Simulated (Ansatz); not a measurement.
## Cs3TeH at -0.4 GPa (stress–strain coefficients): relaxed-ion elastic tensor

Method: DFT PBE, scalar-relativistic, plane waves, PAW in Ansatz. Settings: 420 eV plane-wave cutoff, Γ-centred 6×6×6 mesh, fixed occupations. No spin polarisation.

The cell is fixed (symmetry leaves no force on the atoms) and stands under -0.4 GPa:
```
CELL_PARAMETERS angstrom
6.04000 0.00000 0.00000
0.00000 6.04000 0.00000
0.00000 0.00000 6.04000
ATOMIC_POSITIONS crystal
Te 0.00000 0.00000 0.00000
H 0.50000 0.50000 0.50000
Cs 0.50000 0.50000 0.00000
Cs 0.50000 0.00000 0.50000
Cs 0.00000 0.50000 0.50000
```

The cell is the ideal cubic antiperovskite prototype; whether it is the stable structure of this composition wasn't checked.

Problem. Give the relaxed-ion elastic constants (GPa, Voigt order xx yy zz yz xz xy, on the axes of the cell above).

Solution.
```
21.7  2.9  2.9  0.0  0.0  0.0
 2.9 21.7  2.9  0.0  0.0  0.0
 2.9  2.9 21.7  0.0  0.0  0.0
 0.0  0.0  0.0  5.9  0.0  0.0
 0.0  0.0  0.0  0.0  5.9  0.0
 0.0  0.0  0.0  0.0  0.0  5.9
```

Problem. Is the crystal stable against homogeneous strain?

Solution. Yes: the least eigenvalue of the tensor is 5.9 GPa.

Problem. And the moduli of a polycrystal (Hill averages)?

Solution. B = 9 GPa, G = 7 GPa, E = 17 GPa, ν = 0.19.

Cost: 1 run of about 2.6 core-minutes, on Arm Neoverse N1 (shared hosts).